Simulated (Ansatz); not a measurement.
CsLiCr2Te2S3 and the effect of the functional

```cif
data_structure
_symmetry_space_group_name_H-M 'Cm'
_symmetry_Int_Tables_number 8
_cell_length_a 6.8433
_cell_length_b 10.3614
_cell_length_c 7.9783
_cell_angle_alpha 90.000
_cell_angle_beta 111.215
_cell_angle_gamma 90.000
_cell_volume 527.36
loop_
_atom_site_label
_atom_site_type_symbol
_atom_site_symmetry_multiplicity
_atom_site_Wyckoff_symbol
_atom_site_fract_x
_atom_site_fract_y
_atom_site_fract_z
_atom_site_occupancy
Cs1 Cs 2 a 0.09374 0.00000 0.00853 1
Li1 Li 2 a 0.58875 0.00000 0.55336 1
Cr1 Cr 4 b 0.26200 0.20554 0.55790 1
Te1 Te 4 b 0.71921 0.15435 0.29035 1
S1 S 4 b 0.60424 0.79273 0.73347 1
S2 S 2 a 0.21404 0.00000 0.48371 1
```

The cell comes from a database or a generator and needn't be the stable form of this composition.

Kept alike: task band structure; k mesh 5 × 5 × 4; occupations fermi-dirac, width 0.05 eV; collinear spin, ferromagnetic start. Program: Ansatz, Ansatz PAW. Cutoffs run from 420 to 500 eV. The mesh is that of the run's cell of 9 atoms. No spin-orbit coupling.

| functional | pressure (GPa) | largest site moment (μB) |
| --- | --- | --- |
| BLYP | 2.23 | 1.97 |
| PBE | 0.00 | 2.02 |
| PBEsol | -2.07 | 1.99 |
| RPBE | 1.73 | 2.07 |
| r2SCAN | 0.34 | 2.33 |
| revPBE | 1.32 | 2.06 |

Pressure is positive in compression, with a Pulay correction for the finite cutoff. For a metal such a mesh leaves the last digits unconverged. The runs hold the magnetic state that their start led to, which needn't be the lowest. Site moments count inside each atom's sphere or projector. All rows use potentials made for PBE.

The pressure runs from -2.07 (PBEsol) to 2.23 GPa (BLYP). From PBE: BLYP +2.23; PBEsol -2.07; RPBE +1.73; r2SCAN +0.34; revPBE +1.32. A positive pressure means that the functional's own cell is larger than the one given, a negative one that it is smaller. The largest site moment runs from 1.97 (BLYP) to 2.33 μB (r2SCAN). From PBE: BLYP -0.05; PBEsol -0.03; RPBE +0.05; r2SCAN +0.31; revPBE +0.04.
